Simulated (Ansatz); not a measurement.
# GaCu3: sound and stiffness along [100], [110] and [111]

Computed with DFT LDA, scalar-relativistic, plane waves, PAW in Ansatz. Cutoff 420 eV, 12×12×12 k-points (Γ-centred), Fermi-Dirac smearing of 0.15 eV. No spin polarisation.

Equilibrium structure at this level:
```
CELL_PARAMETERS angstrom
3.59104 0.00000 0.00000
0.00000 3.59104 0.00000
0.00000 0.00000 3.59104
ATOMIC_POSITIONS crystal
Ga 0.00000 0.00000 0.00000
Cu 0.50000 0.00000 0.50000
Cu 0.50000 0.50000 0.00000
Cu 0.00000 0.50000 0.50000
```

In a metal, frequencies and elastic constants depend on the k mesh and the smearing, soft modes and shear constants most.

With ions relaxed, on the cubic axes: C11 = 204.5, C12 = 151.6, C44 = 89.3 GPa. The density is 9.336 g/cm³.

Question: Is the crystal stable against strain, and how anisotropic is it?

Answer: Born's conditions hold: C11 + 2C12 = 507.8, C11 − C12 = 52.9 and C44 = 89.3 GPa are all positive. B = (C11 + 2C12)/3 = 169.2 GPa. The two shear moduli are C44 and C′ = (C11 − C12)/2 = 26.5 GPa, so Zener's ratio is A = C44/C′ = 3.37: the tetragonal shear C′ is the soft one, as in many fcc and bcc metals and zincblende crystals. The Cauchy pressure C12 − C44 is 62.3 GPa; it would vanish for pair forces between atoms on inversion centres at zero pressure, and a positive value is usual with metallic or many-body binding, and where atoms off inversion centres relax under shear, which lowers C44.

Question: Give the sound speeds along the three symmetry directions.

Answer: The Christoffel equation gives ρv² for each branch:
```tsv
direction	branch	ρv²	GPa	v (m/s)
[100]	L	C11	204.5	4681
[100]	T (×2)	C44	89.3	3093
[110]	L	(C11 + C12 + 2C44)/2	267.4	5351
[110]	T, u ∥ [001]	C44	89.3	3093
[110]	T, u ∥ [1-10]	(C11 − C12)/2	26.5	1683
[111]	L	(C11 + 2C12 + 4C44)/3	288.3	5557
[111]	T (×2)	(C11 − C12 + C44)/3	47.4	2253
```

Question: How does Young's modulus depend on direction?

Answer: Inverting gives S11 = 13.254, S12 = -5.642, S44 = 11.199 TPa⁻¹. Along a unit vector (l, m, n), 1/E = S11 − 2(S11 − S12 − S44/2)(l²m² + m²n² + n²l²), where the last bracket is 0, 1/4 and 1/3 for [100], [110] and [111]: E = 75, 151 and 228 GPa. With A > 1 the body diagonal is stiffest. For a film on (001), the biaxial modulus is C11 + C12 − 2C12²/C11 = 131 GPa and the normal strain is −2C12/C11 = -1.48 times the in-plane one.